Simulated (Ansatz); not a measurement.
SnS₂:
```cif
data_S2Sn
_chemical_formula_sum 'Sn1 S2'
_space_group_name_H-M_alt 'P-3m1'
_space_group_IT_number 164
_space_group_name_Hall '-P 3 2"'
_cell_length_a 3.63224
_cell_length_b 3.63224
_cell_length_c 5.70059
_cell_angle_alpha 90.000
_cell_angle_beta 90.000
_cell_angle_gamma 120.000
loop_
_atom_site_label
_atom_site_type_symbol
_atom_site_symmetry_multiplicity
_atom_site_Wyckoff_symbol
_atom_site_fract_x
_atom_site_fract_y
_atom_site_fract_z
_atom_site_occupancy
Sn1 Sn 1 a 0.00000 0.00000 0.00000 1
S1 S 2 d 0.33333 0.66667 0.25735 1
```

Relaxed with LDA. 

HSE06 on this cell (Ansatz, an electronic-structure program, PAW) gives a gap of 2.08 eV. What does LDA give?

1.02 eV.

Cost on shared cores: the LDA run (SCF on a 9×9×5 mesh, then bands and DOS) about 25 core-seconds (a rough figure), the HSE06 run (SCF on 7×7×4, then a few points) about 4 core-minutes (a rough figure); the tasks are unlike.

The LDA relaxation kept the symmetry of its start. A crystal of weakly bound layers computed without a dispersion correction: the cell and the soft elastic constants depend strongly on that. Scalar-relativistic: spin–orbit coupling is off unless named, which matters more the heavier the elements.

Potentials: the later of the program's two PAW sets.

Ansatz is a plane-wave DFT program.
